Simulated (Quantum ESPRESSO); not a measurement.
# Band energies of WO3

```
WO3
1.0
    3.87209     0.00000     0.00000
    0.00000     7.48009     0.00000
   -0.02336     0.00000     3.87419
O W
6 2
Direct
  0.48382   0.25000   0.01925
  0.51618   0.75000   0.98075
  0.00000   0.50000   0.00000
  0.00000   0.00000   0.00000
  0.98196   0.25000   0.51690
  0.01804   0.75000   0.48310
  0.05713   0.75000   0.94162
  0.94287   0.25000   0.05838
```

norm-conserving PBEsol (Quantum ESPRESSO, 84 Ry, no spin-orbit coupling); path ΓYHCEM1AXH1,MDZ,YD; energies in eV from the valence-band maximum.

```csv
k (1/Å),point,band 28,band 29,band 30,band 31,band 32,band 33,band 34,band 35
0.00,Γ,-1.54,-1.36,-1.34,-1.08,-1.04,1.35,1.48,2.28
0.20,,-1.49,-1.35,-1.26,-1.19,-1.06,1.40,1.90,2.44
0.41,,-1.62,-1.34,-1.30,-1.07,-0.69,1.41,2.86,3.12
0.81,Y,-1.84,-1.40,-1.34,-1.06,-0.01,1.42,4.08,4.30
1.01,,-1.47,-1.26,-1.26,-1.19,-0.01,1.89,4.08,4.33
1.42,,-1.65,-0.33,-0.32,-0.18,-0.01,3.70,4.10,5.02
1.62,H,-1.69,-0.19,-0.18,-0.01,0.00,3.97,4.18,5.26
1.62,C,-1.69,-0.19,-0.18,-0.01,0.00,3.97,4.18,5.26
1.83,,-1.18,-0.19,-0.18,-0.13,-0.13,4.14,4.32,5.23
2.04,E,-0.56,-0.51,-0.51,-0.18,-0.18,4.65,4.65,4.75
2.04,M1,-0.56,-0.51,-0.51,-0.18,-0.18,4.65,4.65,4.75
2.44,,-0.89,-0.82,-0.82,-0.47,-0.47,3.86,3.86,4.56
2.64,,-1.51,-1.32,-1.32,-0.50,-0.50,3.41,3.41,4.36
2.84,A,-1.92,-1.69,-1.69,-0.51,-0.51,3.25,3.25,4.35
3.05,,-1.85,-1.57,-1.41,-1.09,-0.13,2.06,4.21,4.29
3.26,X,-1.84,-1.40,-1.35,-1.07,-0.01,1.43,4.08,4.31
3.67,,-1.51,-0.77,-0.72,-0.69,-0.01,2.85,4.08,4.59
3.87,,-1.65,-0.33,-0.32,-0.19,0.00,3.69,4.10,5.02
4.07,H1,-1.69,-0.19,-0.18,-0.01,0.00,3.97,4.18,5.26
4.07,M,-0.56,-0.51,-0.51,-0.18,-0.18,4.65,4.65,4.75
4.23,,-0.59,-0.54,-0.54,-0.27,-0.27,4.50,4.50,4.70
4.39,,-0.74,-0.66,-0.66,-0.43,-0.43,4.08,4.08,4.64
4.71,,-1.63,-1.43,-1.43,-0.50,-0.50,3.33,3.33,4.34
4.88,D,-1.92,-1.69,-1.69,-0.51,-0.51,3.24,3.24,4.34
5.20,,-1.78,-1.67,-1.67,-0.70,-0.70,3.18,3.18,3.54
5.36,,-1.78,-1.55,-1.55,-0.97,-0.97,2.78,2.78,3.27
5.69,Z,-2.01,-1.56,-1.56,-1.42,-1.42,2.33,2.33,3.18
5.69,Y,-1.84,-1.40,-1.34,-1.06,-0.01,1.42,4.08,4.30
6.11,D,-1.92,-1.69,-1.69,-0.51,-0.51,3.24,3.24,4.34
```

The PBEsol gap is indirect, 1.35 eV, from C to Γ; the smallest direct gap is 1.43 eV. Another valence extremum on the path lies within 0.02 eV, too close to call.

Spin-orbit coupling is left out, which matters for elements this heavy: edges can move by tenths of an eV.

Geometry of the Materials Project entry, not relaxed at this level.

The structure is a Materials Project entry; no match was found in the copy of COD used, and its stability was not checked.
